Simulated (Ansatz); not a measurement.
One crystal and one scan (energy against volume) at two levels, PBE (plane waves to 420 eV, PAW, scalar-relativistic; Ansatz, a quantum-chemistry and plane-wave program) and r2SCAN (plane waves to 500 eV, PAW, scalar-relativistic; Ansatz), each from its own relaxed cell and on its own mesh. The cell shown is that of PBE.

SiC (6H type, space group P6_3mc)

```
SiC
1.0
    3.09500     0.00000     0.00000
   -1.54750     2.68035     0.00000
    0.00000     0.00000    15.18649
Si C
6 6
Direct
  0.00000   0.00000   0.99982
  0.00000   0.00000   0.49982
  0.66667   0.33333   0.83309
  0.33333   0.66667   0.33309
  0.66667   0.33333   0.16660
  0.33333   0.66667   0.66660
  0.00000   0.00000   0.87447
  0.00000   0.00000   0.37447
  0.66667   0.33333   0.70810
  0.33333   0.66667   0.20810
  0.66667   0.33333   0.04161
  0.33333   0.66667   0.54161
```

Equation-of-state scan: isotropic scaling of the cell above, V₀ being its volume. The atoms relax within the cell's symmetry.

Energies are smeared free energies. SiC was relaxed with its symmetry unable to fall. The PAW data are Ansatz's earlier set. With the shape held, the modulus is that of even scaling; a crystal free to change shape is softer. Percentages come from the unrounded values. Both scans cover V/V₀ from 0.840 to 1.160.

Results of PBE:

| Item | Value |
|---|---|
| Lattice constant a (Å) | 3.095 |
| Lattice constant c (Å) | 15.19 |
| Relaxed volume (Å³/atom) | 10.50 |
| Pressure at the smallest volume (GPa) | 52.1 |
| Energy cost of the largest compression (meV/atom) | 237.1 |
| Energy cost of the largest expansion (meV/atom) | 139.6 |
| Bulk modulus at fixed cell shape B₀ (third-order Birch-Murnaghan fit) (GPa) | 212.6 |
| Pressure for 5 % compression (fit) (GPa) | 12.1 |

**Question.** What does r2SCAN give for the same quantities?

**Answer.** 
```tsv
quantity	r2SCAN	PBE − r2SCAN
Lattice constant a (Å)	3.079	+0.016 (+0.5 %)
Lattice constant c (Å)	15.11	+0.08 (+0.5 %)
Relaxed volume (Å³/atom)	10.33	+0.17 (+1.6 %)
Pressure at the smallest volume (GPa)	55.3	-3.2 (-5.9 %)
Energy cost of the largest compression (meV/atom)	248.5	-11.4 (-4.6 %)
Energy cost of the largest expansion (meV/atom)	147.1	-7.5 (-5.1 %)
Bulk modulus at fixed cell shape B₀ (third-order Birch-Murnaghan fit) (GPa)	227.1	-14.5 (-6.4 %)
Pressure for 5 % compression (fit) (GPa)	12.9	-0.8 (-6 %)
```

PBE gives the higher value for: lattice constant a; lattice constant c; relaxed volume. PBE gives the lower value for: pressure at the smallest volume; energy cost of the largest compression; energy cost of the largest expansion; bulk modulus at fixed cell shape B₀; pressure for 5 % compression.

(A scan under strain: stresses follow from slopes of the energy per volume, elastic moduli from its curvatures.)
